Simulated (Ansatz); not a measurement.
All numbers below come from DFT PBE, scalar-relativistic, plane waves, PAW (Ansatz 0.2.0). Settings: cutoff 420 eV, Γ-centred meshes spaced at most about 0.3 Å⁻¹, and about 0.25 Å⁻¹ or finer for metals (2π included), Gaussian smearing. No spin polarisation in the final relaxations.

Temperature and zero-point effects are left out.

Compare these two cells of ZrTi5C6, each relaxed at this level.

1.

```cif
data_structure
_symmetry_space_group_name_H-M 'P4/mmm'
_symmetry_Int_Tables_number 123
_cell_length_a 3.1239
_cell_length_b 3.1239
_cell_length_c 13.1799
_cell_angle_alpha 90.000
_cell_angle_beta 90.000
_cell_angle_gamma 90.000
_cell_volume 128.62
loop_
_atom_site_label
_atom_site_type_symbol
_atom_site_symmetry_multiplicity
_atom_site_Wyckoff_symbol
_atom_site_fract_x
_atom_site_fract_y
_atom_site_fract_z
_atom_site_occupancy
Zr1 Zr 1 c 0.50000 0.50000 0.00000 1
Ti1 Ti 2 g 0.00000 0.00000 0.82515 1
Ti2 Ti 2 h 0.50000 0.50000 0.33736 1
Ti3 Ti 1 b 0.00000 0.00000 0.50000 1
C1 C 1 a 0.00000 0.00000 0.00000 1
C2 C 2 h 0.50000 0.50000 0.17543 1
C3 C 2 g 0.00000 0.00000 0.33669 1
C4 C 1 d 0.50000 0.50000 0.50000 1
```

2.

```cif
data_structure
_symmetry_space_group_name_H-M 'Pmmm'
_symmetry_Int_Tables_number 47
_cell_length_a 3.1126
_cell_length_b 4.4111
_cell_length_c 9.3400
_cell_angle_alpha 90.000
_cell_angle_beta 90.000
_cell_angle_gamma 90.000
_cell_volume 128.24
loop_
_atom_site_label
_atom_site_type_symbol
_atom_site_symmetry_multiplicity
_atom_site_Wyckoff_symbol
_atom_site_fract_x
_atom_site_fract_y
_atom_site_fract_z
_atom_site_occupancy
Zr1 Zr 1 a 0.00000 0.00000 0.00000 1
Ti1 Ti 2 q 0.00000 0.00000 0.66196 1
Ti2 Ti 2 t 0.50000 0.50000 0.82731 1
Ti3 Ti 1 h 0.50000 0.50000 0.50000 1
C1 C 2 r 0.00000 0.50000 0.66394 1
C2 C 2 s 0.50000 0.00000 0.82230 1
C3 C 1 e 0.00000 0.50000 0.00000 1
C4 C 1 d 0.50000 0.00000 0.50000 1
```

Question: Which arrangement of the elements on these sites is preferred, and by what margin?

Answer: Cell 2 is lower, by 6 meV/atom. The two share one framework of sites and differ in which element sits where. Cell 1 has Zr and Ti ordered on rock salt sites, space group P4/mmm (No. 123), 10.7 Å³/atom and no gap on its mesh; cell 2 has Zr and Ti ordered on rock salt sites, space group Pmmm (No. 47), 10.7 Å³/atom and no gap. Counting C atoms around Ti and Zr (those within 1.25 times the shortest such distance or 1.15 times the sum of covalent radii, 1.27 where that leaves under three), cell 1 and cell 2 both have Zr 6, Ti 6. Both come from invented guesses.

For metals, differences of a few meV/atom aren't resolved. Cells relaxed within their symmetry can be saddle points.
